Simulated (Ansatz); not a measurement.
Al₂ZnS₄:
```
Al2ZnS4
1.0
    0.00000     4.98708     4.98708
    4.98708     0.00000     4.98708
    4.98708     4.98708     0.00000
Al Zn S
4 2 8
Direct
  0.62500   0.62500   0.12500
  0.62500   0.12500   0.62500
  0.62500   0.62500   0.62500
  0.12500   0.62500   0.62500
  0.25000   0.25000   0.25000
  0.00000   0.00000   0.00000
  0.84779   0.38407   0.38407
  0.86593   0.86593   0.40221
  0.38407   0.84779   0.38407
  0.86593   0.86593   0.86593
  0.38407   0.38407   0.38407
  0.86593   0.40221   0.86593
  0.38407   0.38407   0.84779
  0.40221   0.86593   0.86593
```

Tensor components refer to the Cartesian frame of this cell.

Q: Give the high-frequency dielectric tensor and the Born effective charge tensors of the independent atoms from DFPT, plane-wave PAW PBEsol (Ansatz code).

A: 
ε∞:
```
6.54  0.00  0.00
0.00  6.54  0.00
0.00  0.00  6.54
```
Z* of atom 1 (Al), rows: field, columns: displacement, in e:
```
 3.02   0.32  -0.32
 0.32   3.02  -0.32
-0.32  -0.32   3.02
```
Z* of atom 5 (Zn), rows: field, columns: displacement, in e:
```
2.18  0.00  0.00
0.00  2.18  0.00
0.00  0.00  2.18
```
Z* of atom 7 (S), rows: field, columns: displacement, in e:
```
-2.06   0.22   0.22
 0.22  -2.06  -0.22
 0.22  -0.22  -2.06
```

Static charges for comparison (Bader): Al1 +2.29, Zn5 +0.88, S7 -1.36 e. Born charges measure polarisation by displacement and can exceed these by far.

Space group Fd-3m (spinel). The first step of the workflow began from a Materials Project structure, measured or hypothetical; the Crystallography Open Database files this formula in space group No. 227, but the cells were not matched. Whether it is the stable phase at ambient conditions was not checked. The PBEsol relaxation kept the symmetry of its start; its stability against distortions is not shown here.

Potentials: the later of the program's two PAW sets.
